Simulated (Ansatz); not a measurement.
AgI (CsCl type, space group No. 221) under volume change, LDA (plane waves, PAW; program Ansatz), scaled uniformly.

| V (Å³/atom) | E − E(relaxed) (meV/atom) | P (GPa) |
|---|---|---|
| 22.754 | 36.3 | 5.84 |
| 23.504 | 14.9 | 3.40 |
| 24.254 | 3.5 | 1.55 |
| 25.004 | 0.0 | -0.01 |
| 25.754 | 3.3 | -1.37 |
| 26.504 | 12.6 | -2.57 |
| 27.254 | 27.0 | -3.56 |

Question: What does a third-order Birch–Murnaghan fit give for V₀, B₀ and B′?

Answer: V₀ = 24.98 Å³/atom, B₀ = 49.7 GPa, B′ = 4.7.

Space group Pm-3m (CsCl type). The workflow started from a Materials Project entry (that database holds measured and hypothetical structures alike); the Crystallography Open Database copy checked does not list it. It is not the phase usual at ambient conditions (space group No. 186, 216). Symmetry was held in the LDA relaxation. At this level the phase is mechanically unstable. No spin polarisation was allowed. Its formation energy is positive at this level, so the cell may be metastable or incomplete. Spin–orbit coupling is left out wherever it is not named.

Potentials: the later of the program's two PAW sets.
